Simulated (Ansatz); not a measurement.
NiSb:
```cif
data_Ni2Sb2
_chemical_formula_sum 'Ni2 Sb2'
_space_group_name_H-M_alt 'P63/mmc'
_space_group_IT_number 194
_space_group_name_Hall '-P 6c 2c'
_cell_length_a 3.93007
_cell_length_b 3.93007
_cell_length_c 5.12371
_cell_angle_alpha 90.000
_cell_angle_beta 90.000
_cell_angle_gamma 120.000
loop_
_atom_site_label
_atom_site_type_symbol
_atom_site_symmetry_multiplicity
_atom_site_Wyckoff_symbol
_atom_site_fract_x
_atom_site_fract_y
_atom_site_fract_z
_atom_site_occupancy
Ni1 Ni 2 a 0.00000 0.00000 0.00000 1
Sb1 Sb 2 c 0.33333 0.66667 0.25000 1
```

Relaxed at zero pressure with plane-wave PAW r²SCAN (Ansatz code).

The volume is raised by 9 % and shape and atoms relax at that volume. What pressure results, and how do the axes share the change?

-8.8 GPa; a 2.8 %, b 2.8 %, c 3.1 %; the energy rises by 46 meV/atom.

Give the new structure.


Space group P6₃/mmc (No. 194); a = 4.0411 Å, b = 4.0411 Å, c = 5.2821 Å, α = 90.00°, β = 90.00°, γ = 120.00°

| atom | site | symmetry | x | y | z |
|---|---|---|---|---|---|
| Ni | 2a | -3m. | 0.0000 | 0.0000 | 0.0000 |
| Sb | 2c | -6m2 | 0.3333 | 0.6667 | 0.2500 |

The phase is kept; no other phase was compared at this pressure.

Space group P6_3/mmc (NiAs type). Symmetry was held in the r²SCAN relaxation; of distortions, only those at the zone centre were tested. The workflow began spin-polarised and lost its moments. Spin–orbit coupling is left out wherever it is not named.

Potentials: the later of the program's two PAW sets.
